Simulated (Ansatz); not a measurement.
The slice is one period of a {100} plane through atoms; its size isn't given.

The numbers are results of PBE (plane waves to 420 eV, PAW, scalar-relativistic; Ansatz, a quantum-chemistry and plane-wave program), not measurements. Inside the PAW spheres the values are not all-electron values, and peaks at nuclei hang on which shells count as valence.

```
|999988775544332211000000000000001122334455778899|
|888877665533222211110000000000111122223355667788|
|777766554433222211111111111111111122223344556677|
|555555443322222222111111111111112222222233445555|
|444433332222222222222222222222222222222222333344|
|333322222222222222333333333333332222222222222233|
|222222222222223333334444444444333333222222222222|
|111111112222223344445555555555444433222222111111|
|000011111122333344556677777766554433332211111100|
|000000111122334455668888998888665544332211110000|
|000000111122334455778899999988775544332211110000|
|000000112222334455779999999999775544332222110000|
|000000111122334455778899999988775544332211110000|
|000000111122334455668888998888665544332211110000|
|000011111122333344556677777766554433332211111100|
|111111112222223344445555555555444433222222111111|
|222222222222223333334444444444333333222222222222|
|333322222222222222333333333333332222222222222233|
|444433332222222222222222222222222222222222333344|
|555555443322222222111111111111112222222233445555|
|777766554433222211111111111111111122223344556677|
|888877665533222211110000000000111122223355667788|
|999988775544332211000000000000001122334455778899|
|999988775544332211000000000000001122334455778899|
```
Scale: ten equal steps from -1.33 (start of '0') to 1.24 (end of '9'), in the order '0123456789'. Values: log₁₀ of the valence density in e/Å³. The map has 24 points along u (two characters each, u = 0 at the left) and 24 along v (v = 0 in the bottom row). The scale is logarithmic, as a density can span decades between atoms and voids.

```
|xxxxxx..========--..          ..--========..xxxx|
|xxxx  ::========--::..........::--========::  xx|
|....::==========----==========----==========::..|
|================++**##%%%%%%##**++==============|
|++==========++**##@@@@@@@@@@@@@@##**++==========|
|==========++**%%@@@@@@@@@@@@@@@@@@%%**++========|
|==========**%%@@@@%%%%######%%%%@@@@%%**========|
|--------++##@@@@%%####**++**####%%@@@@##++------|
|....::--**@@@@%%##**==::::::==**##%%@@@@**--::..|
|    ..==##@@@@%%##==..xxxxxx..==##%%@@@@##==..  |
|    ..==%%@@@@##**::xxxxxxxxxx::**##@@@@%%==..  |
|    ..==%%@@@@##++::xxxxxxxxxx::++##@@@@%%==..  |
|    ..==%%@@@@##**::xxxxxxxxxx::**##@@@@%%==..  |
|    ..==##@@@@%%##==..xxxxxx..==##%%@@@@##==..  |
|....::--**@@@@%%##**==::::::==**##%%@@@@**--::..|
|--------++##@@@@%%####**++**####%%@@@@##++------|
|==========**%%@@@@%%%%######%%%%@@@@%%**========|
|==========++**%%@@@@@@@@@@@@@@@@@@%%**++========|
|++==========++**##@@@@@@@@@@@@@@##**++==========|
|================++**##%%%%%%##**++==============|
|....::==========----==========----==========::..|
|xxxx  ::========--::..........::--========::  xx|
|xxxxxx..========--..          ..--========..xxxx|
|xxxxxx..==++====--..          ..--====++==..xxxx|
```
Scale: ten equal steps from 0.07 (start of ' ') to 0.65 (end of '@'), in the order ' .:-=+*#%@'. Values: electron localisation function (ELF). The map has 24 points along u (two characters each, u = 0 at the left) and 24 along v (v = 0 in the bottom row). Points within 0.5 Å of a nucleus are blanked (x), as the pseudised field means little there.

Task: Which relaxed crystal do these maps come from?
A) YN (rock salt)
B) MgS (rock salt)
C) SnTe (rock salt)

Result: C, SnTe (rock salt). Atoms on the slice: Te at (0.50, 0.50); Sn at (0.00, 0.00)

All were relaxed with their symmetry unable to fall. Spin-orbit coupling is left out. YN is run without spin polarisation.
